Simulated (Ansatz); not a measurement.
## A vibration from a frozen displacement in InRh

All numbers below come from Ansatz, DFT r2SCAN, scalar-relativistic, plane waves, PAW. The runs took a 500 eV cutoff, a Γ-centred 16×16×16 mesh and Gaussian smearing (0.15 eV). No spin polarisation. Energies are free energies at this smearing, counted from the undisturbed cell; pressure is positive in compression.

The starting cell (as given, not relaxed at this level; it stands at 1.3 GPa, and it needn't be the usual structure):

```
In Rh
1.0
     3.19600    0.00000    0.00000
     0.00000    3.19600    0.00000
     0.00000    0.00000    3.19600
In Rh
1 1
Direct
  0.50000 0.50000 0.50000
  0.00000 0.00000 0.00000
```

Every In atom is moved by x along the Cartesian unit vector (0.000, 1.000, 0.000); the cell and all other atoms stay fixed. The cell's volume is 32.65 Å³; the moved atoms weigh 114.818 u together and the others 102.906 u. Some rows repeat others by symmetry and weren't run.

| x (Å) | ΔE (meV/cell) | total force on the moved atoms along the move (eV/Å) | pressure (GPa) |
| --- | --- | --- | --- |
| -0.1000 | 31.68 | 0.6333 | 2.0498 |
| -0.0875 | 24.26 | 0.5543 | 1.8851 |
| -0.0750 | 17.82 | 0.4752 | 1.7423 |
| -0.0625 | 12.38 | 0.3961 | 1.6213 |
| -0.0500 | 7.92 | 0.3169 | 1.5223 |
| -0.0375 | 4.46 | 0.2377 | 1.4452 |
| -0.0250 | 1.98 | 0.1585 | 1.3901 |
| -0.0125 | 0.50 | 0.0793 | 1.3571 |
| 0.0000 | 0.00 | 0.0000 | 1.3461 |
| 0.0125 | 0.50 | -0.0793 | 1.3571 |
| 0.0250 | 1.98 | -0.1585 | 1.3901 |
| 0.0375 | 4.46 | -0.2377 | 1.4452 |
| 0.0500 | 7.92 | -0.3169 | 1.5223 |
| 0.0625 | 12.38 | -0.3961 | 1.6213 |
| 0.0750 | 17.82 | -0.4752 | 1.7423 |
| 0.0875 | 24.26 | -0.5543 | 1.8851 |
| 0.1000 | 31.68 | -0.6333 | 2.0498 |

Problem. What frequency belongs to this motion?

Solution. The force constant is k = −dF/dx = 6.344 eV/Å², from the parabola through x = -0.0125, 0 and 0.0125. In every cell the moved atoms swing against the rest, so the mass is μ = m₁m₂/(m₁ + m₂) = 54.268 u, and ν̃ = 521.5 cm⁻¹ × √(|k|/μ) = 178 cm⁻¹, at this cell's pressure of 1.3 GPa. To first order in x, and within 1 %, the force on every atom lies along the move and, within each of the two groups, in proportion to the atom's mass, so this is itself a mode at the zone centre of this cell.

Problem. How far does the harmonic law reach?

Solution. At x = -0.100 Å, kx²/2 = 31.72 meV against the computed 31.68 meV (-0.1 %): the well is still close to harmonic there.

In a metal these slopes depend on the k mesh and the smearing.